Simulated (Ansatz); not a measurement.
Geometry optimisation in Ansatz: input, command and trajectory.

```yaml
crystal:
  lattice:
    - [2.0004829293, 1.1549793577, 9.2732531336]
    - [-2.0004829293, 1.1549793577, 9.2732531336]
    - [0.0, -2.3099587155, 9.2732531336]
  atoms:
    - { symbol: Rb, position: [0.4, 0.4, 0.4] }
    - { symbol: Rb, position: [0.6, 0.6, 0.6] }
    - { symbol: Si, position: [0.0, 0.0, 0.0] }
    - { symbol: Si, position: [0.2095, 0.2095, 0.2095] }
    - { symbol: Si, position: [0.7905, 0.7905, 0.7905] }
basis:
  ecutwfc: 420
kpoints:
  mp_grid: { grid: [6, 6, 6] }
hamiltonian:
  xc: pbe
scf:
  occupations: { method: gaussian, width: 0.1 }
  lower_state_search: "off"
output:
  forces: true
  stress: true
  eigenvalues: true
relax:
  adjacent_minimum: "off"
  f_tol: 0.04
  max_steps: 70
  cell: { stress_tol: 0.4 }
```

```bash
ansatz run input.yaml --threads 1 --pin off --max-ram 2560MiB --backend cpu --events-out ev --progress --plain --runs-dir out
```

Theory: Ansatz, DFT PBE, scalar-relativistic, plane waves, PAW.

Of 13 frames 10 are shown, positions in Å and forces in eV/Å; the SCF threshold varies from step to step. Steps run on the plane waves of an earlier cell, with a Pulay correction in the pressure. The basis is chosen afresh for the last frame, the zero of the energies, and at times for earlier ones too; energy and pressure step there, also at an unchanged geometry. Here that happened at step 13 (-4 meV/atom, 0.1 GPa); the frames before carry an error of that size.

```xyz
5
Lattice="2.0005 1.1550 9.2733 -2.0005 1.1550 9.2733 0.0000 -2.3100 9.2733" Properties=species:S:1:pos:R:3:forces:R:3 pbc="T T T" step=1 free_energy_over_end_meV_per_atom=1535.95 pressure_GPa=12.44
Rb    0.0000    0.0000   11.1279    0.0000    0.0000   -0.1281
Rb    0.0000    0.0000   16.6919    0.0000    0.0000    0.1281
Si    0.0000    0.0000    0.0000    0.0000    0.0000    0.0000
Si    0.0000    0.0000    5.8282    0.0000    0.0000   -4.6975
Si    0.0000    0.0000   21.9915    0.0000    0.0000    4.6975
5
Lattice="2.0317 1.1730 9.4101 -2.0317 1.1730 9.4101 0.0000 -2.3460 9.4101" Properties=species:S:1:pos:R:3:forces:R:3 pbc="T T T" step=2 free_energy_over_end_meV_per_atom=1106.45 pressure_GPa=7.85
Rb    0.0000    0.0000   11.3085    0.0000    0.0000    0.3758
Rb    0.0000    0.0000   16.9219    0.0000    0.0000   -0.3758
Si    0.0000    0.0000    0.0000    0.0000    0.0000    0.0000
Si    0.0000    0.0000    5.7164    0.0000    0.0000   -4.2316
Si    0.0000    0.0000   22.5139    0.0000    0.0000    4.2316
5
Lattice="2.0465 1.1816 9.6539 -2.0465 1.1816 9.6539 0.0000 -2.3631 9.6539" Properties=species:S:1:pos:R:3:forces:R:3 pbc="T T T" step=4 free_energy_over_end_meV_per_atom=448.86 pressure_GPa=3.37
Rb    0.0000    0.0000   11.6901    0.0000    0.0000    0.7725
Rb    0.0000    0.0000   17.2716    0.0000    0.0000   -0.7725
Si    0.0000    0.0000    0.0000    0.0000    0.0000    0.0000
Si    0.0000    0.0000    5.4527    0.0000    0.0000   -3.0554
Si    0.0000    0.0000   23.5090    0.0000    0.0000    3.0554
5
Lattice="2.0448 1.1806 9.8004 -2.0448 1.1806 9.8004 0.0000 -2.3611 9.8004" Properties=species:S:1:pos:R:3:forces:R:3 pbc="T T T" step=5 free_energy_over_end_meV_per_atom=217.02 pressure_GPa=2.71
Rb    0.0000    0.0000   11.9346    0.0000    0.0000    0.6414
Rb    0.0000    0.0000   17.4667    0.0000    0.0000   -0.6414
Si    0.0000    0.0000    0.0000    0.0000    0.0000    0.0000
Si    0.0000    0.0000    5.3244    0.0000    0.0000   -1.3345
Si    0.0000    0.0000   24.0768    0.0000    0.0000    1.3345
5
Lattice="2.0270 1.1703 10.2467 -2.0270 1.1703 10.2467 0.0000 -2.3405 10.2467" Properties=species:S:1:pos:R:3:forces:R:3 pbc="T T T" step=6 free_energy_over_end_meV_per_atom=95.09 pressure_GPa=1.64
Rb    0.0000    0.0000   12.5747    0.0000    0.0000    0.2768
Rb    0.0000    0.0000   18.1655    0.0000    0.0000   -0.2768
Si    0.0000    0.0000    0.0000    0.0000    0.0000    0.0000
Si    0.0000    0.0000    5.4195    0.0000    0.0000   -0.2165
Si    0.0000    0.0000   25.3207    0.0000    0.0000    0.2165
5
Lattice="1.9863 1.1468 11.1584 -1.9863 1.1468 11.1584 0.0000 -2.2936 11.1584" Properties=species:S:1:pos:R:3:forces:R:3 pbc="T T T" step=8 free_energy_over_end_meV_per_atom=13.77 pressure_GPa=0.33
Rb    0.0000    0.0000   13.7884    0.0000    0.0000   -0.0144
Rb    0.0000    0.0000   19.6868    0.0000    0.0000    0.0144
Si    0.0000    0.0000    0.0000    0.0000    0.0000    0.0000
Si    0.0000    0.0000    5.8649    0.0000    0.0000   -0.0089
Si    0.0000    0.0000   27.6103    0.0000    0.0000    0.0089
5
Lattice="1.9721 1.1386 11.6221 -1.9721 1.1386 11.6221 0.0000 -2.2772 11.6221" Properties=species:S:1:pos:R:3:forces:R:3 pbc="T T T" step=9 free_energy_over_end_meV_per_atom=4.12 pressure_GPa=-0.27
Rb    0.0000    0.0000   14.3648    0.0000    0.0000   -0.0036
Rb    0.0000    0.0000   20.5014    0.0000    0.0000    0.0036
Si    0.0000    0.0000    0.0000    0.0000    0.0000    0.0000
Si    0.0000    0.0000    6.1105    0.0000    0.0000    0.0004
Si    0.0000    0.0000   28.7557    0.0000    0.0000   -0.0004
5
Lattice="1.9589 1.1310 11.6402 -1.9589 1.1310 11.6402 0.0000 -2.2619 11.6402" Properties=species:S:1:pos:R:3:forces:R:3 pbc="T T T" step=10 free_energy_over_end_meV_per_atom=3.87 pressure_GPa=0.14
Rb    0.0000    0.0000   14.3864    0.0000    0.0000    0.0040
Rb    0.0000    0.0000   20.5342    0.0000    0.0000   -0.0040
Si    0.0000    0.0000    0.0000    0.0000    0.0000    0.0000
Si    0.0000    0.0000    6.1152    0.0000    0.0000    0.0599
Si    0.0000    0.0000   28.8055    0.0000    0.0000   -0.0599
5
Lattice="1.9623 1.1329 11.6396 -1.9623 1.1329 11.6396 0.0000 -2.2659 11.6396" Properties=species:S:1:pos:R:3:forces:R:3 pbc="T T T" step=12 free_energy_over_end_meV_per_atom=3.70 pressure_GPa=0.00
Rb    0.0000    0.0000   14.3861    0.0000    0.0000    0.0003
Rb    0.0000    0.0000   20.5327    0.0000    0.0000   -0.0003
Si    0.0000    0.0000    0.0000    0.0000    0.0000    0.0000
Si    0.0000    0.0000    6.1230    0.0000    0.0000    0.0018
Si    0.0000    0.0000   28.7958    0.0000    0.0000   -0.0018
5
Lattice="1.9623 1.1329 11.6396 -1.9623 1.1329 11.6396 0.0000 -2.2659 11.6396" Properties=species:S:1:pos:R:3:forces:R:3 pbc="T T T" step=13 free_energy_over_end_meV_per_atom=0.00 pressure_GPa=0.09
Rb    0.0000    0.0000   14.3861    0.0000    0.0000    0.0011
Rb    0.0000    0.0000   20.5327    0.0000    0.0000   -0.0011
Si    0.0000    0.0000    0.0000    0.0000    0.0000    0.0000
Si    0.0000    0.0000    6.1230    0.0000    0.0000   -0.0017
Si    0.0000    0.0000   28.7958    0.0000    0.0000    0.0017
```

The start puts this composition into another compound's structure type, which needn't suit it. At the end the space group is R-3m (tolerance 0.05 Å).

The run took 76 s on 1 thread of Arm Neoverse V1 (shared host), peak memory 0.41 GiB.

The k mesh is coarse.